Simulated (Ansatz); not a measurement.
The geometry is COD entry 1523554, unchecked; take it as a test cell. The listed cell was then made from it by scaling, straining or moving an atom.

An input for Pt3Pb: DFT, LDA, all-electron PAW with datasets made for the crystal, scalar-relativistic (Ansatz 0.2.0).

Command: `ansatz run input.yaml --threads 1 --pin off --max-ram 4096MiB --backend cpu --events-out ev --progress --plain --runs-dir out` The run took 34 s on 1 thread of Arm Neoverse V1 (shared host), peak memory 0.88 GiB.

```yaml
crystal:
  lattice:
    - [4.09858, 0.0, 0.0]
    - [0.0, 4.09858, 0.0]
    - [0.0, 0.0, 4.058]
  atoms:
    - { symbol: Pt, position: [0.0, 0.5, 0.5] }
    - { symbol: Pt, position: [0.5, 0.0, 0.5] }
    - { symbol: Pt, position: [0.5, 0.5, 0.0] }
    - { symbol: Pb, position: [0.0, 0.0, 0.0] }
kpoints:
  mp_grid: { grid: [9, 9, 9] }
scf:
  occupations: { method: fermi_dirac, width: 0.03 }
hamiltonian:
  xc: lda
  pseudopotentials: { kind: all_electron, datasets: crystal }
output:
  forces: true
  stress: true
  eigenvalues: true
  efg: { contact_densities: true }
```

Set-up and iterations as logged by Ansatz (the results part is left out, to be predicted):

```
hamiltonian.pseudopotentials.datasets: crystal makes datasets for this crystal and solves the spheres of its atoms anew in each pass: cutoff 280.0 eV, the density's 1120.0 eV; for an error of 0.50 meV an atom under PBE, 2.0 meV for the cell; an energy difference from a run of another recipe may be off by several times the error for the cell, under r2SCAN by more, where some 0.1 meV an atom stays at smaller errors; Pt in spheres of 1.376 Å, 10 of its electrons in bands, 8 on its site; Pb in spheres of 1.376 Å, 14 of its electrons in bands, 8 on its site; only band paths and densities of states list, in semicore columns, the levels of the semicore shells that are solved separately: 5s of Pt, 5p of Pt, 5s of Pb, 5p of Pb
band count auto-derived: 28 (N_el = 44.0; filled up to band 22; 27 by the electrons, moments and atoms)
Engine: ansatz 0.2.0
Pseudopotentials: kind: all_electron
Pseudopotential: Pt, paw, valence charge 18, recommended cutoff 280 eV (normal), Koelling and Harmon's equation, gaussian nucleus
Pseudopotential: Pb, paw, valence charge 22, recommended cutoff 280 eV (normal), Koelling and Harmon's equation, gaussian nucleus
Functional definition: SPW92
  exchange = slater_x
  correlation = pw_c
Crystal: 4 atoms, lattice volume = 68.168 Å³
Basis set: ecut = 280 eV, 739 PW (Γ)
Bands: 28, of which v1, the nominal top of the filled ones, is band 22 counted from 1 (21 counted from 0)
Symmetry: 16 space group operations
Space group: P4/mmm (ITA 123), of the structure as read, at distance tolerance 4.1e-5 Å
k-points: 75 of 729
Non-local potential: Pt, projectors of the file, l = 0: 1, l = 1: 1, l = 2: 2
Non-local potential: Pb, projectors of the file, l = 0: 1, l = 1: 1, l = 2: 2
PAW form: soft (Blöchl's): semilocal exchange-correlation on the pseudo side does not see the compensation charge
PAW one-centre angular grid: Pt, 590 points (default); XC on its mesh's 1817 points in the sphere
PAW one-centre angular grid: Pb, 590 points (default); XC on its mesh's 1809 points in the sphere
Initial density: superposition of atomic densities (neutral atoms: chi_scale 0, normalization atom)
Initial wavefunctions: pseudopotential atomic-orbital guess
Functional: x = slater, c = lda
iter 1 solved again at ethr=9.15e-3 eV; its pass at ethr=1.00e-1 eV (dr2=4.02e0 eV) is discarded
SCF iter   1: F=—  HF=-2069802.679069 eV  |F-HF|=—  |Δ(HF+E_count)|=         —  Δρ=7.92e-2  dr2=4.33e0  ethr=9.15e-3  ⟨swp⟩=2.9  Hψ=10688  notcnv=0
SCF iter   2: F=—  HF=-2069801.862530 eV  |F-HF|=—  |Δ(HF+E_count)|=   8.17e-1  Δρ=4.04e-2  dr2=1.15e0  ethr=9.15e-3  ⟨swp⟩=2.0  Hψ=4202  notcnv=0
iter 3 solved again at ethr=2.56e-4 eV; its pass at ethr=2.62e-3 eV (dr2=1.12e-1 eV) is discarded
SCF iter   3: F=—  HF=-2069801.427506 eV  |F-HF|=—  |Δ(HF+E_count)|=   4.35e-1  Δρ=1.18e-2  dr2=1.15e-1  ethr=2.56e-4  ⟨swp⟩=2.2  Hψ=10147  notcnv=0  defer=1
SCF iter   4: F=—  HF=-2069801.474133 eV  |F-HF|=—  |Δ(HF+E_count)|=   4.66e-2  Δρ=2.54e-3  dr2=9.77e-3  ethr=2.56e-4  ⟨swp⟩=3.5  Hψ=4935  notcnv=0  defer=1
SCF iter   5: F=—  HF=-2069801.474201 eV  |F-HF|=—  |Δ(HF+E_count)|=   6.86e-5  Δρ=8.46e-4  dr2=9.33e-4  ethr=2.22e-5  ⟨swp⟩=2.8  Hψ=4192  notcnv=0  defer=4
SCF iter   6: F=—  HF=-2069801.473886 eV  |F-HF|=—  |Δ(HF+E_count)|=   3.16e-4  Δρ=3.95e-4  dr2=2.06e-4  ethr=2.12e-6  ⟨swp⟩=2.0  Hψ=4415  notcnv=0  defer=1
SCF iter   7: F=—  HF=-2069801.473832 eV  |F-HF|=—  |Δ(HF+E_count)|=   5.41e-5  Δρ=1.31e-4  dr2=1.15e-5  ethr=4.68e-7  ⟨swp⟩=3.0  Hψ=4519  notcnv=0  defer=1
SCF iter   8: F=—  HF=-2069801.473820 eV  |F-HF|=—  |Δ(HF+E_count)|=   1.14e-5  Δρ=2.54e-5  dr2=7.08e-7  ethr=2.61e-8  ⟨swp⟩=3.0  Hψ=4846  notcnv=0
SCF iter   9: F=-2069801.473820 eV  HF=-2069801.473820 eV  |F-HF|=4.52e-8  |Δ(HF+E_count)|=   1.83e-7  Δρ=9.73e-6  dr2=9.80e-8  ethr=1.61e-9  ⟨swp⟩=2.8  Hψ=3863  notcnv=0
```

(1) What pressure will this run report?

## Answers

(1) -6.69 GPa (positive in compression).
